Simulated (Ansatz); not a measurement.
WS2:
Space group P6₃/mmc (No. 194); a = 3.154 Å, b = 3.154 Å, c = 12.141 Å, α = 90.00°, β = 90.00°, γ = 120.00°

```csv
atom,site,symmetry,x,y,z
W,2d,-6m2,0.6667,0.3333,0.2500
S,4f,3m.,0.3333,0.6667,0.1203
```

Relaxed with PBE+D3(BJ).

Decompose the optical modes at the zone centre into irreducible representations, and say which are infrared and Raman allowed.

Point group 6/mmm: Γ_opt = A1g + A2u + 2B1g + B2u + E1g + E1u + 2E2g + E2u. Infrared: A2u, E1u. Raman: A1g, E1g, E2g.

Assign frequencies (DFPT, DFT-PBE+D3(BJ) in the program Ansatz with PAW potentials; without the LO–TO term).

E2g 29, B1g 51, E2u 291, E1g 294, E1u 350, E2g 351, B2u 411, A1g 420, A2u 432, B1g 438 cm⁻¹.

Subscripts of B labels follow the axes of the standard setting.

Space group P6_3/mmc. Symmetry was held in the PBE+D3(BJ) relaxation; phonons on a q-mesh show no instability. No spin polarisation was allowed. Scalar-relativistic: spin–orbit coupling is off unless named, which matters more the heavier the elements.

Potentials: the later of the program's two PAW sets.
